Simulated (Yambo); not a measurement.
Yambo run on Al$_{2}$O$_{3}$ (corundum, space group R-3c, No. 167). The wavefunctions are PBEsol (Quantum ESPRESSO, PseudoDojo norm-conserving, 84 Ry, no spin-orbit coupling) ones on a 4×4×4 mesh (24 occupied bands); a = b = c = 5.178 Å, α = β = γ = 55.29°.

Yambo input:

```
rim_cut
gw0
dyson
el_el_corr
HF_and_locXC
ppa
em1d
RandQpts= 1000000
RandGvec= 1 Ry
EXXRLvcs= 84 Ry
VXCRLvcs= 336 Ry
Chimod= "HARTREE"
% BndsRnXp
 1 | 169 |
%
NGsBlkXp= 8 Ry
% LongDrXp
 1.0 | 1.0 | 1.0 |
%
PPAPntXp= 27.2114 eV
% GbndRnge
 1 | 66 |
%
GTermKind= "none"
DysSolver= "n"
ExtendOut
% QPkrange
 1 | 1 | 24 | 25 |
%
```

k points by index: 1 = Γ.

Resulting energies as the program prints them:

```
#    K-point    Band    Eo [eV]    E [eV]    E-Eo [eV]    Vxc [eV]    Vnlxc [eV]    Sc|Eo [eV]    Sc|E [eV]    dSc/dw|Eo [eV]    Re(Z)    Im(Z)
#
    1    24    0.000000    -0.631041    -0.631041    -20.06648    -25.65367    4.818040    4.956152    -5.954726    0.820456    -0.961261E-3
    1    25    5.822561    7.350057    1.527496    -13.82023    -8.964780    -3.072133    -3.327952    -4.557071    0.856553    -0.753592E-3
```
(The two width columns are left out.) Convergence of these settings isn't established.

Geometry of the Materials Project entry, not relaxed at this level.
